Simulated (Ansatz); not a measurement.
AsSi31:
```xyz
32
Lattice="-5.4712 5.4712 5.4712 5.4712 -5.4712 5.4712 5.4712 5.4712 -5.4712" Properties=species:S:1:pos:R:3 pbc="T T T"
As     0.0000     0.0000     0.0000
Si     0.0000     0.0000     5.4712
Si     0.0000     5.4712     0.0000
Si     5.4712     0.0000     0.0000
Si     1.3685     4.1065    -1.3685
Si     1.3647     4.1027     4.1027
Si    -4.0579     4.0579     4.0579
Si     1.3685    -1.3685     4.1065
Si     5.4867    -2.7280     2.7280
Si    -0.0155     2.7431     2.7431
Si     5.4556     2.7280     2.7280
Si     5.4867     2.7280    -2.7280
Si     1.4132     1.4132     1.4132
Si     1.3685     1.3685     6.8359
Si     1.3685     6.8359     1.3685
Si     6.8359     1.3685     1.3685
Si    -2.7280     5.4867     2.7280
Si     2.7431    -0.0155     2.7431
Si     2.7280     5.4867    -2.7280
Si     2.7280     5.4556     2.7280
Si     4.1027     4.1027     1.3647
Si     4.0579     4.0579    -4.0579
Si     4.1065    -1.3685     1.3685
Si    -1.3685     4.1065     1.3685
Si     2.7431     2.7431    -0.0155
Si     2.7280     2.7280     5.4556
Si    -2.7280     2.7280     5.4867
Si     2.7280    -2.7280     5.4867
Si     4.1065     1.3685    -1.3685
Si     4.1027     1.3647     4.1027
Si    -1.3685     1.3685     4.1065
Si     4.0579    -4.0579     4.0579
```

Relaxed with PBE. Special points in fractions of this cell's reciprocal vectors: Γ (0.000, 0.000, 0.000); H (0.500, -0.500, 0.500); N (0.000, 0.000, 0.500); P (0.250, 0.250, 0.250).

Q: List the band energies nearest the Fermi level at these points for PBE (plane waves, PAW; program Ansatz).

A: In eV from the Fermi level; about four levels below and three above (degenerate sets whole), none deeper than 8.9 eV; points with the same levels are listed once.

| k | below | above |
|---|---|---|
| Γ | -0.12 -0.12 -0.12 -0.05 -0.05 | 1.08 1.44 1.44 1.44 |
| H | -2.04 -2.04 -2.04 -0.12 | 0.24 0.24 0.24 |
| N | -2.43 -2.39 -1.27 -1.15 | 0.23 0.37 0.84 |
| P | -1.61 -1.61 -1.60 -1.60 -1.60 | 0.08 0.60 0.60 0.60 |

Space group I-43m. The start of the workflow was typed in or built on a structure type; neither database checked (COD, Materials Project) lists it. Its standing as an ambient phase is unchecked. Symmetry was held in the PBE relaxation; its stability against distortions is not shown here. Spin–orbit coupling is left out wherever it is not named.

Potentials: the later of the program's two PAW sets.
